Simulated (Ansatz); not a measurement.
Al2O3:
Space group R3m, hexagonal axes (No. 160); a = b = 2.9882 Å, c = 17.1533 Å, α = β = 90.00°, γ = 120.00°

| atom | site | symmetry | x | y | z |
|---|---|---|---|---|---|
| Al | 3a | 3m | 0.0000 | 0.0000 | 0.1930 |
| Al | 3a | 3m | 0.0000 | 0.0000 | 0.6933 |
| O | 3a | 3m | 0.0000 | 0.0000 | 0.0281 |
| O | 3a | 3m | 0.0000 | 0.0000 | 0.5821 |
| O | 3a | 3m | 0.0000 | 0.0000 | 0.8064 |
(The calculation used a cell of 5 atoms; values per cell refer to that cell.)

Relaxed with LDA.

Q: Give the optical modes at the zone centre with their infrared and Raman activity from DFPT, LDA in the plane-wave PAW code Ansatz.

A: Transverse frequencies, without the LO–TO term; a row sums one degenerate level.

| ω (cm⁻¹) | degeneracy | IR ((D/Å)²/amu) | Raman (Å⁴/amu) | activity | symmetry |
|---|---|---|---|---|---|
| 231 | 2 | 0.92 | 0.12 | IR+Raman | E |
| 297 | 1 | 25.00 | 0.074 | IR+Raman | A1 |
| 419 | 2 | 22.61 | 0.45 | IR+Raman | E |
| 430 | 2 | 16.21 | 0.79 | IR+Raman | E |
| 444 | 1 | 1.70 | 0 | IR | A1 |
| 688 | 1 | 4.29 | 0.070 | IR+Raman | A1 |
| 699 | 1 | 0.05 | 1.7 | IR+Raman | A1 |
| 863 | 2 | 21.21 | 2.9 | IR+Raman | E |

Q: How high does the top mode go among those that the LO–TO term moves?

A: 993 cm⁻¹ for q along x, 993 cm⁻¹ for q along y, 829 cm⁻¹ for q along z.

The workflow started from a Materials Project entry (that database holds measured and hypothetical structures alike); the Crystallography Open Database copy checked does not list it. It is not the phase usual at ambient conditions (space group No. 167). Symmetry was held in the LDA relaxation; of distortions, only those at the zone centre were tested.

Potentials: the later of the program's two PAW sets.
